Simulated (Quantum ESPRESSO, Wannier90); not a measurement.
# SnS2 (CdI2 type): Wannier90 run

```
SnS2
1.0
    3.67431     0.00000     0.00000
   -1.83716     3.18205     0.00000
    0.00000     0.00000     6.22883
Sn S
1 2
Direct
  0.00000   0.00000   0.00000
  0.33333   0.66667   0.23465
  0.66667   0.33333   0.76535
```

Materials Project entry mp-1170; symmetrised, unrelaxed at this level. COD (Crystallography Open Database) has an entry of this formula and space group (matched by these alone). Level: LDA, no spin polarisation, no spin-orbit coupling; pw.x of Quantum ESPRESSO at 58 Ry with PseudoDojo potentials, 6×6×4 k-points, Wannier90. Density: 12×12×6 mesh, cold smearing 0.01 Ry. The cell is built of weakly bound layers, chains or molecules, whose nearest atoms lie 3.93 Å apart. Database cells relaxed without dispersion often hold them too far apart, which can enlarge gaps and weakens couplings between them; spacing and stacking were not compared with the measured crystal. Spin-orbit coupling is left out although heavy elements are present.

Functional, cutoff and mesh named above are those of the base row (58); the first column says what each row takes instead. Model: 8 functions from bands 6-13, start SCDM (isolated) (the valence bands). Energies are relative to the valence-band maximum; the misfit is to pw.x on a path, for all bands of the set. Only the plane-wave cutoff changes (density cutoff four times as high). Ω_total can sit in another minimum from row to row; Ω_I of an isolated set cannot.

| ecutwfc (Ry) | Ω_I (Å²) | Ω_total (Å²) | rms misfit (meV) | gap (eV) | ΔE to highest cutoff (meV/atom) | plane waves a k-point, about (cost) | rough cost of nscf and overlaps (first row = 1) |
|---|---|---|---|---|---|---|---|
| 29 | 11.90 | 13.33 | 9.0 | 1.126 | 18265.1 | 1300 | 1.0 |
| 36 | 11.64 | 13.07 | 8.3 | 1.298 | 6312.0 | 1800 | 1.4 |
| 44 | 11.55 | 12.97 | 8.0 | 1.359 | 1424.1 | 2400 | 1.6 |
| 58 | 11.53 | 12.95 | 8.0 | 1.377 | 39.2 | 3700 | 2.4 |
| 72 | 11.53 | 12.94 | 8.0 | 1.377 | 0.1 | 5100 | 2.8 |
| 90 | 11.53 | 12.94 | 8.0 | 1.377 | 0.0 | 7100 | 5 |
